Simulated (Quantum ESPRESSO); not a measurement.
# TaMo3GaHf2Ir: one composition in several site orders

Simulated, not a measurement. The program is pw.x of Quantum ESPRESSO 7.5 (plane-wave density functional theory). The cell is made up: eight metal atoms on a hexagonal close-packed lattice, with elements, volume, strain and displacements drawn at random and not relaxed, so it may be unstable or far from any real phase. PseudoDojo standard norm-conserving files set the functional (PBE unless stated); there is no spin polarisation or spin-orbit coupling, the Fermi-Dirac width of 0.25 eV means electrons at about 2900 K, and the masses in the input are unused placeholders. Heavy elements are run without spin-orbit coupling, which real alloys of them have. A spin test at this wide smearing found no moment, but such smearing suppresses magnetism that the real alloy may have.

The runs put one composition on the sites in different orders. Cell, positions, cutoff, mesh and smearing stay as in the input of run 1; sites are counted in its order. Stress in the tables is positive in tension.

Input of run 1:

```
&control calculation='scf', pseudo_dir='./dojo.nc.sr.pbe.v0_5.standard.upf', outdir='./o', disk_io='medium', tprnfor=.true., tstress=.true. /
&system ibrav=0, nat=8, ntyp=5, nbnd=72, ecutwfc=79.96652505, nosym=.true., tot_charge=0,
 occupations='smearing', smearing='fd', degauss=0.0183746611
/
&electrons conv_thr=1.470e-08, electron_maxstep=70, mixing_beta=0.5 /
ATOMIC_SPECIES
Ga 1.0 Ga.upf
Hf 1.0 Hf.upf
Ir 1.0 Ir.upf
Mo 1.0 Mo.upf
Ta 1.0 Ta.upf
CELL_PARAMETERS angstrom
0.0698 -0.0469 -4.6924
-0.0819 4.9662 0.0505
5.757 -0.0945 -0.0867
ATOMIC_POSITIONS angstrom
Ta -0.0021 -0.0548 0.0529
Mo 2.8876 -0.0817 0.0248
Ga 1.3666 2.5476 0.0961
Mo 4.2476 2.3626 0.0526
Hf -0.0215 1.5845 -2.3254
Mo 2.8819 1.4662 -2.3666
Hf 1.3843 4.0656 -2.3893
Ir 4.3116 4.096 -2.4879
K_POINTS automatic
5 5 4 1 1 1
```

```
run  elements on sites 1 to 8  free energy less that of run 1 (eV)  -TS (eV)  pressure (GPa)  stress xx (GPa)  stress yy (GPa)  stress zz (GPa)  stress yz (GPa)  stress xz (GPa)  stress xy (GPa)  iterations
  1   Ta Mo Ga Mo Hf Mo Hf Ir                                0.000    -1.660            8.51            -1.33           -11.52           -12.66             0.64            -1.04            -0.36          17
  2   Hf Mo Mo Ir Ta Hf Ga Mo                               -0.486    -1.691            8.29            -6.30            -8.45           -10.12             0.19             0.48             0.36          19
  3   Hf Hf Mo Ir Mo Ta Ga Mo                               -0.254    -1.698            7.96            -6.41            -6.35           -11.12             0.65            -0.38            -0.40          18
  4   Hf Mo Hf Ga Ta Mo Mo Ir                                0.543    -1.765            9.56            -9.56            -7.40           -11.72             0.65            -0.61             0.64          17
  5   Mo Mo Hf Hf Mo Ta Ir Ga                                0.558    -1.774            8.55            -6.80            -8.07           -10.77            -0.18            -0.01            -0.57          17
  6   Ga Hf Mo Hf Mo Ta Ir Mo                                0.625    -1.783            9.27            -6.77            -8.54           -12.51             0.04            -0.10            -1.77          19
```

Forces Fx Fy Fz (eV/Å):

| site | run 1 | run 2 | run 3 | run 4 | run 5 | run 6 |
| --- | --- | --- | --- | --- | --- | --- |
| 1 | -0.77 0.27 -1.61 | 0.07 0.35 -1.63 | 0.16 0.50 -1.60 | -0.93 0.49 -1.39 | -0.06 0.87 -1.02 | 0.52 0.52 -0.69 |
| 2 | 0.14 1.21 -1.23 | 0.30 -0.89 -0.81 | 0.30 -0.27 -1.60 | 0.51 0.74 -1.11 | 0.35 0.49 -1.04 | -1.05 -0.89 -1.67 |
| 3 | 0.57 -1.29 -1.04 | 0.60 -0.68 -0.91 | -0.10 -1.22 -0.71 | 1.55 -1.53 -1.38 | -0.05 -0.73 -1.39 | -0.32 -0.54 -0.80 |
| 4 | -0.28 -0.17 -1.22 | -0.04 -0.29 -1.17 | -0.06 -0.39 -1.23 | -0.58 0.10 -0.74 | 0.47 0.06 -1.31 | 1.45 0.35 -1.35 |
| 5 | -1.04 0.72 0.97 | -0.05 1.34 0.66 | 0.27 0.56 0.70 | -0.27 1.19 0.99 | -0.23 -0.12 0.79 | 0.61 -0.30 0.86 |
| 6 | 0.14 1.09 0.47 | -0.29 1.25 1.05 | -0.14 1.85 0.87 | -0.67 0.13 0.74 | -0.53 0.06 1.15 | -1.35 1.69 1.05 |
| 7 | 1.43 -0.96 1.99 | 0.28 -0.64 1.33 | 0.02 -0.72 1.47 | 0.95 0.16 1.62 | -0.09 0.21 1.26 | -0.36 -0.35 0.91 |
| 8 | -0.18 -0.88 1.67 | -0.87 -0.43 1.49 | -0.45 -0.31 2.10 | -0.56 -1.29 1.26 | 0.14 -0.84 1.58 | 0.51 -0.48 1.70 |

The sites are displaced and not relaxed, so the energy differences mix bonding between neighbours with strain and are not ordering energies. A rerun of one cell of this series at a higher cutoff and on a denser mesh moved values by no more than 0.002 eV in energy, 0.04 GPa in stress and 0.007 eV/Å in force, and a second program with other atomic files agreed on that cell to 2 % rms in force and 0.5 GPa in pressure.